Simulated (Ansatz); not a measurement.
SnO (litharge type, space group P4/nmm)

```xyz
4
Lattice="3.7927 0.0000 0.0000 0.0000 3.7927 0.0000 0.0000 0.0000 4.7644" Properties=species:S:1:pos:R:3 pbc="T T T"
Sn     1.8964     0.0000     1.1464
Sn     0.0000     1.8964     3.6180
O      0.0000     0.0000     0.0000
O      1.8964     1.8964     0.0000
```

Scan: atom 2 (Sn, nearest neighbour O at 2.216 Å; its periodic images, 3.8 Å or more away, move with it) is displaced along Cartesian [110], direction (0.707, 0.707, 0.000) in Cartesian axes, by s. The other atoms stay.

The numbers are results of r2SCAN+rVV10 (plane waves to 500 eV, PAW, scalar-relativistic; Ansatz, a first-principles code), not measurements. k mesh 7×7×6 (Γ-centred), Fermi-Dirac smearing 0.05 eV. The energy includes the smearing's −TS. With partly filled bands, energies and forces of such displacements shift with the k mesh and the smearing. At this level the bands of SnO touch or barely overlap; measurements give the solid a gap. SnO was relaxed with its symmetry unable to fall. The PAW data are Ansatz's earlier set. The zero of ΔE is the undisplaced structure. The last digit holds for this mesh only.

| s (Å) | ΔE (meV/cell) |
|---|---|
| -0.660 | 1227.7 |
| -0.528 | withheld |
| -0.396 | 412.7 |
| -0.264 | 177.3 |
| -0.132 | 43.3 |
| 0.000 | 0.0 |
| 0.132 | 43.3 |
| 0.264 | 177.3 |
| 0.396 | 412.7 |
| 0.528 | withheld |
| 0.660 | 1227.7 |

Q: Fit an even polynomial form (powers 2, 4, 6) to the given rows and predict ΔE at s = 0.528.

A: Least squares on the 9 given rows: ΔE = (2464)·s² + (1217)·s⁴ + (-923.6)·s⁶, in meV/cell with s in Å; root-mean-square residual 0.10 meV/cell. At 0.528 the fit gives 761.5 meV/cell; the calculation gives 761.2 meV/cell, so the interpolation is off by 0.3 (+0.0 %). The quadratic term alone would give 686.9 meV/cell.

(A displaced cell: forces are minus the slopes of the energy, force constants its curvatures, and phonons follow from these.)
